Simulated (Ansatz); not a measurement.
According to plane-wave PAW LDA (Ansatz code), Sn in the β-Sn type structure (I4_1/amd) relaxes to a = 5.806 Å, c = 3.106 Å.

Electronic character: metallic (no gap).

The LDA relaxation kept the symmetry of its start. Axis ratios of metals converge slowly with the k-mesh, so a and c are less sure than the volume. Spin–orbit coupling is left out wherever it is not named.

Potentials: the later of the program's two PAW sets.
